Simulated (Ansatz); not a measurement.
Before relaxation, N put at a top Ta site (Ta, Fm-3m (No. 225), (1 1 0) face):

```yaml
crystal:
  lattice:
    - [2.95259, 0.00000, 0.00000]
    - [0.00000, 4.17559, 0.00000]
    - [0.00000, 0.00000, 26.38147]
  atoms:
    - { symbol: Ta, position: [0.50000, 0.50000, 0.32220] }
    - { symbol: Ta, position: [0.00000, 0.00000, 0.37816] }
    - { symbol: Ta, position: [0.50000, 0.50000, 0.43411] }
    - { symbol: Ta, position: [0.00000, 0.00000, 0.48948] }
    - { symbol: Ta, position: [0.50000, 0.50000, 0.54941] }
    - { symbol: Ta, position: [0.00000, 0.00000, 0.59566] }
    - { symbol: N, position: [0.00000, 0.00000, 0.68739] }
```

The calculation used Ansatz 0.2.0, DFT PBEsol, scalar-relativistic, plane waves, PAW. Cutoff 420 eV; k points 10×7×1 on the computed 7-atom cell (Γ-centred); Gaussian smearing, width 0.10 eV; no spin polarisation. The cell repeats along c with a dipole correction in the vacuum.

Atoms 1, 2, 3 (counted from 1) are held. The cell is fixed. Force threshold 0.03 eV/Å.

| step | E − E_final (eV) | largest force (eV/Å) |
| --- | --- | --- |
| 1 | 2.468 | 4.665 |
| 2 | 0.783 | 4.063 |
| 3 | 0.107 | 2.359 |
| 4 | 0.068 | 1.192 |
| 5 | 0.002 | 0.096 |
| 6 | 0.000 | 0.045 |
| 7 | 0.000 | 0.005 |

Question: What is the final structure?

Answer:
```yaml
crystal:
  lattice:
    - [2.95259, 0.00000, 0.00000]
    - [0.00000, 4.17559, 0.00000]
    - [0.00000, 0.00000, 26.38147]
  atoms:
    - { symbol: Ta, position: [0.50000, 0.50000, 0.32220] }
    - { symbol: Ta, position: [0.00000, 0.00000, 0.37816] }
    - { symbol: Ta, position: [0.50000, 0.50000, 0.43411] }
    - { symbol: Ta, position: [0.00000, 0.00000, 0.49192] }
    - { symbol: Ta, position: [0.50000, 0.50000, 0.54593] }
    - { symbol: Ta, position: [0.00000, 0.00000, 0.60366] }
    - { symbol: N, position: [0.00000, 0.00000, 0.66969] }
```

The end is the local minimum or symmetric point that this start leads to. The slab is only 7.4 Å thick, so the energy isn't converged with thickness.

Spin–orbit coupling is left out, which can shift energies with elements as heavy as these. Spin polarisation was left out, and a magnetic state may lie lower.

The reference crystal is the fcc form of Ta, which isn't its usual structure.

Cost: 1 run of about 4 core-minutes, on AMD EPYC 7R43 (Zen 3) (shared hosts).